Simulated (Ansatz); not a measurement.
According to plane-wave PAW PBEsol (Ansatz code), Se in the diamond structure (Fd-3m) relaxes to a = 6.222 Å. Se has 4 nearest neighbours from 2.69 Å (tetrahedral).

Electronic character: metallic (no gap). Gap from PBEsol with spin–orbit coupling: none (metallic).

An equation-of-state fit gives a bulk modulus of 43.7 GPa.

The start of the workflow was typed in or built on a structure type; neither database checked (COD, Materials Project) lists it. It is not the phase usual at ambient conditions (space group No. 152). The cell was relaxed with PBEsol under the symmetry of its start. At this level the phase is dynamically unstable (imaginary phonons). The volume moved by 22 % from the start of the relaxation. Scalar-relativistic: spin–orbit coupling is off unless named, which matters more the heavier the elements.

Potentials: the later of the program's two PAW sets.
